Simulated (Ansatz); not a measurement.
## WS2: pressure against volume

Reference cell: an entry of the Crystallography Open Database (COD), ions relaxed with PBE at fixed cell.

Space group P6_3/mmc (No. 194); a = 3.1532, c = 12.3230 Å, γ = 120.00°.

| site | Wyckoff | site symmetry | x | y | z |
| --- | --- | --- | --- | --- | --- |
| W | 2c | -6m2 | 0.3333 | 0.6667 | 0.2500 |
| S | 4f | 3m. | 0.3333 | 0.6667 | 0.6221 |

One atom of each set is listed.

The numbers come from a DFT calculation in Ansatz (PBE, plane waves and PAW, scalar-relativistic, collinear spin, 420 eV cutoff, Γ-centred 16×16×4 k-points, Fermi–Dirac smearing 0.02 eV). Start moments as typed (μB): 2 on each W, none on the rest.

The cell is scaled uniformly, and the ions relax again at each size.

| V/V₀ | pressure (GPa) | gap on the k-mesh (eV) |
| --- | --- | --- |
| 0.94 | 9.7 | 0.85 |
| 0.96 | 7.5 | 0.90 |
| 0.98 | 5.6 | 0.95 |
| 1.00 | 3.8 | 0.99 |
| 1.02 | 2.2 | 1.02 |
| 1.04 | ? | ? |
| 1.06 | -0.6 | 1.08 |

Problem. Estimate the row at V/V₀ = 1.04 and the bulk modulus.

Solution. pressure (GPa): 0.8; gap on the k-mesh (eV): 1.05. Worked: a parabola in ln(V/V₀) through the other 6 rows gives 0.7 GPa there. It crosses zero pressure at V/V₀ = 1.051, the equilibrium volume of this functional, where the bulk modulus is B = −dP/d ln V = 68 GPa. The shape of the cell is held, so in this non-cubic crystal both values are those of uniform scaling, and B is an upper bound to the hydrostatic one. No dispersion correction is included, which matters between the layers of this solid. The gap rises as the cell grows, by 0.018 eV per per cent of volume.

PBE gaps are too small, by a third to a half in many semiconductors; their changes with volume are better.

The start moments die out, and the run ends without spin.
